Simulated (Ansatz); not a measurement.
# Surface calculation: bcc Fe (110), 6 layers

The slab is cut from the bcc crystal, the stable phase, as relaxed on PAW files (11.35 Å³/atom), with 16 Å of vacuum and a dipole correction:

```
CELL_PARAMETERS angstrom
2.45202 0.00000 0.00000
-0.81734 2.31179 0.00000
0.00000 0.00000 26.01030
ATOMIC_POSITIONS crystal
Fe 0.25000 0.25000 0.30757
Fe 0.75000 0.75000 0.38454
Fe 0.25000 0.25000 0.46151
Fe 0.75000 0.75000 0.53849
Fe 0.25000 0.25000 0.61546
Fe 0.75000 0.75000 0.69243
```

All numbers are PBE results (scalar-relativistic) from Ansatz 0.2.0, with a Γ-centred 17×17×1 k mesh, Fermi–Dirac smearing of 0.1 eV, spin-polarised from start moments Fe1 2.5, Fe2 2.5, Fe3 2.5, Fe4 2.5, Fe5 2.5, Fe6 2.5 μB. Methods: LAPW: all electrons, basis error target 1 meV/atom; PAW: frozen-core files, cutoff 420 eV.

The bulk energy comes from a cell in the slab's orientation on a 17×17×10 mesh. The surface energy is (E(slab) − N·E(bulk))/2A at zero smearing, the mean of both faces; thin slabs carry quantum-size effects.

The magnetic state is the one reached from the start moments; other orders weren't searched.

Question: As cut, the LAPW slab lies 1.777 eV above 6 atoms of bulk. What surface energy is that?

Answer: Over two faces of 5.67 Å² it is 156.7 meV/Å², and times 16.02 J/m² per eV/Å² that gives γ = 2.511 J/m².

Question: What do relaxation and the other method give, and what work function comes out?

Answer: 

```tsv
method	γ as cut (J/m²)	γ relaxed (J/m²)	Φ as cut (eV)	Φ relaxed (eV)
LAPW	2.511	2.509	4.79	4.79
PAW	2.505	2.503	4.79	4.79
```

Question: How do the spacings between the planes relax?

Answer: From the bottom face up: d12 -0.4 % of 2.002 Å, d23 +0.3 % of 2.002 Å, d34 -0.7 % of 2.002 Å, d45 +0.3 % of 2.002 Å, d56 -0.4 % of 2.002 Å.

Question: How do the moments vary through the slab?

Answer: Fe1 2.57, Fe2 2.29, Fe3 2.18, Fe4 2.18, Fe5 2.29, Fe6 2.57 μB in the LAPW spheres; the bulk has Fe 2.21 μB.

Question: A field of 0.2 V/Å is applied along the normal, atoms held. What follows?

Answer: LAPW finds an induced dipole of 0.0860 e·Å a cell (PAW 0.0860), that is 13.72 Å for 4πα over the area, against 9.99 Å between the outer atoms.
